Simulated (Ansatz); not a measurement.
# Lattice vibrations of Zr2TiN3 at Γ

Theory: DFT PBE, scalar-relativistic, plane waves, PAW in Ansatz 0.2.0. Plane waves to 420 eV; Γ-centred k mesh 12×12×6; Fermi-Dirac smearing of 0.15 eV. No spin polarisation. Phonons by linear response, acoustic sum rule imposed.

The cell, relaxed at this level:
```yaml
crystal:
  lattice:
    - [3.18002, 0.00000, 0.00000]
    - [-1.59001, 2.75398, 0.00000]
    - [0.00000, 0.00000, 7.74678]
  atoms:
    - { symbol: Zr, position: [0.66667, 0.33333, 0.82509] }
    - { symbol: Zr, position: [0.33333, 0.66667, 0.17491] }
    - { symbol: Ti, position: [0.00000, 0.00000, 0.50000] }
    - { symbol: N, position: [0.33333, 0.66667, 0.65290] }
    - { symbol: N, position: [0.66667, 0.33333, 0.34710] }
    - { symbol: N, position: [0.00000, 0.00000, 0.00000] }
```

The structure comes from a generated guess, relaxed at this level; another structure or a mixture of phases may lie lower. In a metal, frequencies depend on the k mesh and the smearing, soft modes most.

Optical modes at Γ:
```tsv
frequency (cm⁻¹)	degeneracy
145	2
170	2
234	1
273	1
451	1
473	2
490	2
500	1
502	2
525	1
```

All 15 optical modes at Γ are real: no displacement of atoms at fixed cell lowers the energy to second order. Strains and modes at other wave vectors aren't tested by this run.
